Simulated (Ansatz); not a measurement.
input.yaml (Ansatz)

```yaml
crystal:
  lattice:
    - [4.4698715041, 0.0, 0.0]
    - [-2.2349357521, 3.8710222742, 0.0]
    - [0.0, 0.0, 2.6451061257]
  atoms:
    - { symbol: Pd, position: [1.0, 0.0, 0.0], spin: 0.5 }
    - { symbol: Pd, position: [0.3333333333, 0.6666666667, 0.5], spin: 0.5 }
    - { symbol: Pd, position: [0.6666666667, 0.3333333333, 0.5], spin: 0.5 }
hamiltonian:
  xc: mr2scan
  pseudopotentials:
    kind: paw
    azcp:
      Pd: "pseudopotentials/Pd.paw.azcp"
basis:
  ecutwfc: 500
  fft_grid_basis: typed
kpoints:
  mp_grid: { grid: [11, 11, 16], shift: [0, 0, 0] }
magnetization:
  spin_polarized: true
scf:
  occupations: { method: fermi_dirac, width: 0.05 }
```

Output

```
Engine: ansatz 0.2.0, aarch64-unknown-linux-gnu
Pseudopotentials: kind: paw
Pseudopotential: Pd, paw, valence charge 18, recommended cutoff 500 eV (meta_gga) 
Functional definition: m-r2SCAN
  exchange = m_r2scan_x
  correlation = m_r2scan_c
Crystal: 3 atoms, lattice volume = 45.768 Å³
Basis set: ecut = 500 eV, 1143 PW (Γ), exchange–correlation on 144×144×80 points (64 copies of the dense FFT grid, shifted against one another)
Bands: 34, of which v1, the nominal top of the filled ones, is band 27 counted from 1 (26 counted from 0)
Symmetry: 24 space group operations
Space group: P6/mmm (ITA 191), of the structure as read, at distance tolerance 3.6e-5 Å
Magnetic group: BNS 191.233 (UNI 1463), of the structure as read, at distance tolerance 3.6e-5 Å
k-points: 144 of 1936
Non-local potential: Pd, projectors of the file, l = 0: 2, l = 1: 2, l = 2: 2, l = 3: 1
PAW form: soft (Blöchl's): semilocal exchange-correlation on the pseudo side does not see the compensation charge
PAW frozen core: Pd, regenerated for the run's functional (the file was generated under x = pbe(κ = 0.804, μ = 0.2195149727645171), c = pbe(β = 0.06672455060314922))
PAW one-centre angular grid: Pd, 590 points (default); XC on 160 Gauss nodes
Initial density: superposition of atomic densities (chi_scale 0.1, normalization cell)
Starting moments: Σ|m| = 1.5 μB on 3 of 3 sites
Initial wavefunctions: pseudopotential atomic-orbital guess
Functional: x = mr2scan, c = mr2scan; τ floored in thin density (d = 2e-4 eV/Å³)
SCF iter   1: F=—  HF=-20958.627256 eV  |F-HF|=—  |Δ(HF+E_count)|=         —  Δρ=7.37e-2 (↑7.37e-2 ↓5.53e-2)  dr2=7.56e0  dr2_τ=3.70e-2  dr2_m=7.24e-2  M=1.005 μB ∫|m|=1.015 μB  β_m=0.30  ethr=3.10e-3  ⟨swp⟩=5.8  Hψ=36423  notcnv=0  defer=20
SCF iter   2: F=—  HF=-20957.262459 eV  |F-HF|=—  |Δ(HF+E_count)|=    1.36e0  Δρ=4.51e-2 (↑4.51e-2 ↓3.06e-2)  dr2=2.53e0  dr2_τ=3.03e-2  dr2_m=5.41e-2  M=0.889 μB ∫|m|=0.907 μB  β_m=0.30  ethr=3.10e-3  ⟨swp⟩=2.2  Hψ=17635  notcnv=0  defer=352  κ⁻¹=1.0e0(r=1)
spin-set hold released at iteration 2 (site moments show no strong build): the magnetisation degrees of freedom join the quasi-Newton model from the next iteration; the mixer history was kept
SCF iter   3: F=—  HF=-20956.799414 eV  |F-HF|=—  |Δ(HF+E_count)|=   4.63e-1  Δρ=1.82e-2 (↑1.48e-2 ↓1.82e-2)  dr2=2.82e-1  dr2_τ=1.50e-2  dr2_m=4.62e-2  M=0.773 μB ∫|m|=0.793 μB  β_m=0.83  ethr=3.10e-3  ⟨swp⟩=2.0  Hψ=15339  notcnv=0  defer=352  κ⁻¹=6.1e-2(r=2)
SCF iter   4: F=—  HF=-20956.874838 eV  |F-HF|=—  |Δ(HF+E_count)|=   7.54e-2  Δρ=1.52e-2 (↑1.18e-2 ↓1.52e-2)  dr2=3.03e-1  dr2_τ=6.14e-3  dr2_m=1.35e-2  M=0.615 μB ∫|m|=0.645 μB  β_m=1.04  ethr=5.22e-4  ⟨swp⟩=2.0  Hψ=13571  notcnv=0  defer=375  κ⁻¹=1.8e-2(r=3)
SCF iter   5: F=—  HF=-20956.880007 eV  |F-HF|=—  |Δ(HF+E_count)|=   5.17e-3  Δρ=5.31e-3 (↑4.77e-3 ↓5.31e-3)  dr2=1.88e-2  dr2_τ=7.40e-4  dr2_m=1.23e-3  M=0.566 μB ∫|m|=0.593 μB  β_m=1.20  ethr=5.22e-4  ⟨swp⟩=2.0  Hψ=10863  notcnv=0  defer=375  κ⁻¹=4.5e-3(r=4)
SCF iter   6: F=—  HF=-20956.900730 eV  |F-HF|=—  |Δ(HF+E_count)|=   2.07e-2  Δρ=2.18e-3 (↑1.82e-3 ↓2.18e-3)  dr2=3.42e-3  dr2_τ=1.10e-4  dr2_m=5.03e-4  M=0.471 μB ∫|m|=0.494 μB  β_m=1.20  ethr=3.48e-5  ⟨swp⟩=2.7  Hψ=17667  notcnv=0  defer=375  κ⁻¹=1.2e-3(r=5)
SCF iter   7: F=—  HF=-20956.906445 eV  |F-HF|=—  |Δ(HF+E_count)|=   5.72e-3  Δρ=9.70e-4 (↑9.60e-4 ↓9.70e-4)  dr2=1.38e-4  dr2_τ=2.65e-5  dr2_m=2.52e-4  M=0.415 μB ∫|m|=0.434 μB  β_m=1.20  ethr=6.34e-6  ⟨swp⟩=2.8  Hψ=16857  notcnv=0  defer=375  κ⁻¹=3.3e-5(r=6)
...
SCF iter  16: F=—  HF=-20956.911636 eV  |F-HF|=—  |Δ(HF+E_count)|=   4.47e-7  Δρ=5.79e-6 (↑5.79e-6 ↓5.30e-6)  dr2=1.08e-8  dr2_τ=8.11e-10  dr2_m=7.36e-9  M=0.002 μB ∫|m|=0.002 μB  β_m=1.20  ethr=5.56e-11  ⟨swp⟩=3.0  Hψ=26399  notcnv=0  κ⁻¹=1.6e-5(r=8)
SCF iter  17: F=—  HF=-20956.911636 eV  |F-HF|=—  |Δ(HF+E_count)|=   2.06e-8  Δρ=1.33e-6 (↑1.29e-6 ↓1.33e-6)  dr2=8.56e-10  dr2_τ=4.57e-11  dr2_m=1.29e-10  M=-0.001 μB ∫|m|=0.001 μB  β_m=1.20  ethr=2.00e-11  ⟨swp⟩=3.0  Hψ=26227  notcnv=0  κ⁻¹=3.3e-5(r=8)
SCF iter  18: F=—  HF=-20956.911636 eV  |F-HF|=—  |Δ(HF+E_count)|=   2.05e-8  Δρ=8.01e-7 (↑8.01e-7 ↓7.39e-7)  dr2=1.33e-10  dr2_τ=1.92e-11  dr2_m=1.49e-10  M=-0.001 μB ∫|m|=0.001 μB  β_m=1.20  ethr=1.58e-12  ⟨swp⟩=3.0  Hψ=25290  notcnv=0  κ⁻¹=1.1e-5(r=8)
SCF iter  19: F=-20956.911636 eV  HF=-20956.911636 eV  |F-HF|=4.37e-10  |Δ(HF+E_count)|=   3.00e-9  Δρ=2.16e-7 (↑2.16e-7 ↓2.03e-7)  dr2=1.31e-11  dr2_τ=1.49e-12  dr2_m=4.33e-12  M=-0.000 μB ∫|m|=0.000 μB  ethr=1.00e-12  ⟨swp⟩=3.0  Hψ=25617  notcnv=0
SCF 1 converged in 19 iterations: F = -20956.911636 eV  dr2 = 1.31e-11
WARN: the starting moments were not kept: the SCF closed with an absolute magnetisation of 4.9e-5 μB, where they sum to 1.5 μB in size (3 sites). That is at most 0.1 of that sum. Measured as dr2_m measures the in/out step, that magnetisation stands 6.7e-10 eV from none, at or under the dr2_threshold of 1.0e-7 eV: it is no larger than a step whose dr2_m would equal this threshold. The system may hold no moment; this SCF shows only that its start led to no more than that. To try another start: raise the starting moments (crystal.atoms[].spin, magnetization.per_species, magnetization.initial_magnetization, or on a non-collinear deck that types none of these the spinor_matrix: blocks that start its atoms; where the total moment is fixed, keep their sum and leave initial_magnetization as it is; typed ones take the place of any that the run laid by itself, positive ones on a crystal's lanthanoids without a Hubbard term where scf.initial_density.shell_occupations: [] is typed) or, if the notice of its spin-set hold's release reads "site moments contracting" or "site moments show no strong build", lengthen the hold (scf.mixing.spin_hold: { on: { confirm: 4 } }; for m-r²SCAN on two components see the key's manual first). Each may lead to a state that holds a moment. A second SCF, from the converged charge density, with the starting moments and any scf.initial_density.shell_occupations laid on it anew, would have followed, and was not run: the deck does not ask for one (magnetization.retry_lost_moments is false, the default). To let it run, set magnetization.retry_lost_moments: true and run the deck again, where that key's refused combinations let it; where memory then withholds it, that run's warning says so.
this state was not tested for a lower state beside it, because the mixer in use, unlike msr1, does not test its closes by its own steps (another_mixer; see scf.mixing.algorithm and scf.lower_state_search)
SCF converged after 19 iterations
Magnetization: -0.0000 μB (27.0000 up, 27.0000 down)
Absolute magnetization: 0.0000 μB (∫|ρ↑−ρ↓|, with the PAW one-centre terms)
Spin contamination: 0.0000 ħ² per cell (⟨S²⟩ above its minimum at these occupations)
Per-site moments (μB) at R_I (Å): [(-2.1634867012001964e-5, 1.09110627685125), (-1.321009418352833e-5, 1.0645311254053793), (-1.3210094183482128e-5, 1.0645311254053793)]
Free energy (F): -20956.911636 eV
Harris-Foulkes:  -20956.911636 eV  (|F-HF|=4.37e-10)
Internal energy: -20956.856834 eV  (E = F + TS)
E sigma→0 (E₀):  -20956.884235 eV
Entropy (-TS):   -0.054802 eV (-18.267 meV/atom)
Fermi energy:    18.714537 eV
--- Per-component energies (eV) ---
  E_band       = -502.923233
  E_kinetic    = 1546.377768
  E_local      = -5428.687332  (includes V_loc(G=0)·N_el)
  E_nonlocal   = 653.887315
  E_hartree    = 2207.522439
  E_xc         = -480.349514
  E_vxc        = -696.503284  (∫ρ·V_xc dr)
  E_paw        = -11316.917501  (= ΣΔE_a)
  E_vpaw       = -1044.224866  (= ΣTr[D̂ρ^β])
  E_aug_tail   = 0.000317  (compensation charges beyond the density's cutoff)
  E_vtau       = 51.181961  (kinetic-family band-sum trace: ∫τ·v_τ [+ j·A + Jᵃ·Aᵃ] dr)
  E_ewald      = -8137.334067
  E_core_change = -1.356260  (= ΣΔE_core)
  E_smearing   = -0.054802  (= −TS)
  E_closure    = -0.000000  (closes the sum)
  Σ components = -20956.911636   (vs F -20956.911636, Δ=0.00e0)
```
